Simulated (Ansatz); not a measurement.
This run works on a generated trial structure, not on a known crystal.

Input and command of a plane-wave DFT calculation in Ansatz:

```yaml
crystal:
  lattice:
    - [4.4959332, 0.0, 0.0]
    - [0.0, 4.4959332, 0.0]
    - [0.0, 0.0, 9.24687059]
  atoms:
    - { symbol: Cd, position: [0.0, 0.0, 0.31415811] }
    - { symbol: Cd, position: [0.0, 0.0, 0.51968859] }
    - { symbol: Cd, position: [0.0, 0.0, 0.81039309] }
    - { symbol: In, position: [0.5, 0.0, 0.81112636] }
    - { symbol: In, position: [0.0, 0.5, 0.81112636] }
    - { symbol: In, position: [0.5, 0.5, 0.34138345] }
    - { symbol: O, position: [0.5, 0.0, 0.10789196] }
    - { symbol: O, position: [0.0, 0.5, 0.10789196] }
basis:
  ecutwfc: 420
kpoints:
  mp_grid: { grid: [4, 4, 2] }
hamiltonian:
  xc: pbe
scf:
  occupations: { method: gaussian, width: 0.2 }
  lower_state_search: "off"
output:
  forces: true
  stress: true
  eigenvalues: true
relax:
  adjacent_minimum: "off"
  f_tol: 0.08
  max_steps: 16
  cell: { stress_tol: 0.8 }
```

```bash
ansatz run input.yaml --threads 1 --pin off --max-ram 2560MiB --backend cpu --events-out ev --progress --plain --runs-dir out
```

Processor: Intel(R) Xeon(R) 6975P-C (Granite Rapids), 1 thread, on a host shared with other jobs.

Task: Estimate time, memory and problem size.

Result: About 2.1 min, peak memory 0.52 GiB. It solves 67 bands at 12 k points (after reduction by symmetry) with about 4221 plane waves (on the last cell), in 130 SCF iterations over 17 ionic steps, the closing evaluation included.
